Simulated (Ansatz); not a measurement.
Given:

Relaxed TiSi$_{2}$ (C49 type, space group Cmcm):

```yaml
crystal:
  lattice:
    - [1.76356, -6.76170, 0.00000]
    - [1.76356, 6.76170, 0.00000]
    - [0.00000, 0.00000, 3.56562]
  atoms:
    - { symbol: Si, position: [0.94171, 0.05829, 0.75000] }
    - { symbol: Si, position: [0.05829, 0.94171, 0.25000] }
    - { symbol: Si, position: [0.25028, 0.74972, 0.75000] }
    - { symbol: Si, position: [0.74972, 0.25028, 0.25000] }
    - { symbol: Ti, position: [0.60322, 0.39678, 0.75000] }
    - { symbol: Ti, position: [0.39678, 0.60322, 0.25000] }
```

In each cell atom 2 (Si, nearest neighbour Si at 2.380 Å; its periodic images, 3.5 Å or more away, move with it) moves by s·(0.577, 0.577, 0.577) (along Cartesian [111]), the rest being held.

Method: r2SCAN (plane waves to 500 eV, PAW, scalar-relativistic; Ansatz, a quantum-chemistry and plane-wave program). k mesh 11×11×11 (Γ-centred), Fermi-Dirac smearing 0.05 eV. Energies are smeared free energies. With partly filled bands, energies and forces of such displacements shift with the k mesh and the smearing. The PAW data are Ansatz's earlier set. This is one of several known forms of TiSi2; the measured ambient cells at hand have space group No. 70. TiSi2 is run without spin polarisation. TiSi2 was relaxed with its symmetry unable to fall. ΔE is measured from the undisplaced structure.

The scan covers s from -0.240 to 0.240 Å in 11 points.

### Question
Is this a single well or a double well?

### Answer
A single well with its minimum at or next to zero displacement.

### Question
Is the energy the same for displacements of ±0.240 Å, and if not, which side lies higher?

### Answer
Not even: the positive side lies higher at ±0.240 Å. With its periodic images moving along, the atom's site symmetry in this cell is mm2.

### Question
What is the force constant k = d²E/ds² of this move at s = 0?

### Answer
10.9 eV/Å².

(For displaced atoms, the force is minus the slope of the energy, and its curvature is a force constant, which sets phonon frequencies.)
